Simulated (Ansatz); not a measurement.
**Lattice vibrations of Nd$_{4}$O at Γ**

These are results of DFT PBE, scalar-relativistic, plane waves, PAW, and for the lanthanide a 4f-in-core norm-conserving potential, in Ansatz, not measurements. Settings: 660 eV plane-wave cutoff, Γ-centred 8×8×8 mesh, Fermi-Dirac smearing of 0.15 eV. No spin polarisation. Phonons by linear response, acoustic sum rule imposed.

The cell, relaxed at this level:
```yaml
crystal:
  lattice:
    - [5.13073, 0.00000, 0.00000]
    - [0.00000, 5.13073, 0.00000]
    - [0.00000, 0.00000, 5.13073]
  atoms:
    - { symbol: Nd, position: [0.00000, 0.50000, 0.50000] }
    - { symbol: Nd, position: [0.50000, 0.00000, 0.50000] }
    - { symbol: Nd, position: [0.50000, 0.50000, 0.00000] }
    - { symbol: Nd, position: [0.00000, 0.00000, 0.00000] }
    - { symbol: O, position: [0.50000, 0.50000, 0.50000] }
```

It was reached by relaxing an invented guess, and it needn't be the stable form of this composition. In a metal, frequencies depend on the k mesh and the smearing, soft modes most.

Optical modes at Γ:
| frequency (cm⁻¹) | degeneracy |
| --- | --- |
| 96 | 3 |
| 104 | 3 |
| 112 | 3 |
| 247 | 3 |

All 12 optical modes at Γ are real: no displacement of atoms at fixed cell lowers the energy to second order. Strains and modes at other wave vectors aren't tested by this run.

The lanthanide is trivalent by construction, without f bands, f moments or other valences.
